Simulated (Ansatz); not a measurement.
EuGe3Pt with basis.ecutwfc, crystal.symmetry, scf.occupations.method, scf.occupations.width changed

All numbers are calculated (r2SCAN, collinear spin, no spin-orbit coupling; Ansatz, PAW set soft_2, 500 eV, k-mesh 10×10×10), not measured. These are the settings of the reference run.

Cell:

```yaml
crystal:
  lattice:
    - [-2.24045, 2.24045, 5.00720]
    - [2.24045, -2.24045, 5.00720]
    - [2.24045, 2.24045, -5.00720]
  atoms:
    - { symbol: Eu, position: [0.99852, 0.99852, 0.00000] }
    - { symbol: Ge, position: [0.40405, 0.40405, 0.00000] }
    - { symbol: Ge, position: [0.75739, 0.25739, 0.50000] }
    - { symbol: Ge, position: [0.25739, 0.75739, 0.50000] }
    - { symbol: Pt, position: [0.64841, 0.64841, 0.00000] }
```

The reference run of this cell is solved again as a single point with these keys changed:

| key | reference run | changed run |
| --- | --- | --- |
| basis.ecutwfc | 500 | 200 eV |
| crystal.symmetry | not typed | {detect: false} |
| scf.occupations.method | gaussian | cold |
| scf.occupations.width | 0.05 | 0.01 |

**Question.** How far do the results move?

**Answer.** 

| quantity | reference run | changed run |
| --- | --- | --- |
| energy, changed less reference (meV an atom) | 0 | 9690.6 |
| pressure (GPa) | 0.0 | 2.3 |
| largest force (eV/Å) | 0.00 | 1.23 |
| gap on the mesh (eV) | 0.00 | 0.00 |
| moment of the cell (μB) | 6.85 | 6.98 |

The energy moves by 9691 meV an atom (48.45 eV for the cell). It took 16 iterations.

Caveats: the reference run: 4f shell without a U, which puts 4f levels too near the Fermi level; the reference run: open f or d shells may hold a state above the lowest; a single point, atoms not relaxed again; the changed cutoff lies under the advised one, so the shift is an error of the basis.
